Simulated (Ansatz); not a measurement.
The calculation used DFT PBE, scalar-relativistic, plane waves, PAW in Ansatz 0.2.0. All cells share a 420 eV cutoff and Γ-centred k meshes spaced at most about 0.3 Å⁻¹ (about 0.25 or finer for metals, 2π included). No spin polarisation in the final relaxations.

Temperature and zero-point effects are left out.

Compare these two cells of Zr2ZnN2, each relaxed at this level.

A.

```yaml
crystal:
  lattice:
    - [3.40546, 0.00000, 0.00000]
    - [0.00000, 3.40546, 0.00000]
    - [0.00000, 0.00000, 6.54786]
  atoms:
    - { symbol: Zr, position: [0.50000, 0.50000, 0.28795] }
    - { symbol: Zr, position: [0.50000, 0.50000, 0.71205] }
    - { symbol: Zn, position: [0.00000, 0.00000, 0.00000] }
    - { symbol: N, position: [0.00000, 0.50000, 0.50000] }
    - { symbol: N, position: [0.50000, 0.00000, 0.50000] }
```

B.

```yaml
crystal:
  lattice:
    - [2.19696, -2.57589, 0.00000]
    - [2.19696, 2.57589, 0.00000]
    - [0.00000, 0.00000, 6.73364]
  atoms:
    - { symbol: Zr, position: [0.00000, 0.00000, 0.29234] }
    - { symbol: Zr, position: [0.00000, 0.00000, 0.70766] }
    - { symbol: Zn, position: [0.50000, 0.50000, 0.00000] }
    - { symbol: N, position: [0.50000, 0.00000, 0.50000] }
    - { symbol: N, position: [0.00000, 0.50000, 0.50000] }
```

Problem. Which is lower in energy, and by how much?

Solution. B is lower, by 18 meV/atom. A has space group P4/mmm (No. 123), 15.2 Å³/atom and no gap on its mesh; B has space group Cmmm (No. 65), 15.2 Å³/atom and no gap. Counting N atoms around Zn and Zr (those within 1.25 times the shortest such distance or 1.15 times the sum of covalent radii; the shortest distance is added where it is long for a bond), A has Zr 4, Zn 8 from 3.7 Å and B has Zr 4, Zn 8 from 3.8 Å. In A, Zr is surrounded by 4 N at 2.20 Å, 1 Zr at 2.78 Å and 4 Zn at 3.06 Å; around Zn lie 8 Zr at 3.06 Å and 4 Zn at 3.41 Å; N is surrounded by 4 Zr at 2.20 Å and 4 N at 2.41 Å. In B, Zr is surrounded by 4 N at 2.20 Å, 1 Zr at 2.80 Å, 2 Zn at 2.95 Å and 2 Zn at 3.24 Å; around Zn lie 4 Zr at 2.95 Å, 4 Zr at 3.24 Å and 4 Zn at 3.39 Å; around N lie 4 Zr at 2.20 Å, 2 N at 2.20 Å and 2 N at 2.58 Å. Both come from invented guesses.

Cells relaxed within their symmetry can be saddle points. The Cmmm cell of Zr2ZnN2 came from shaking the P4/mmm one.
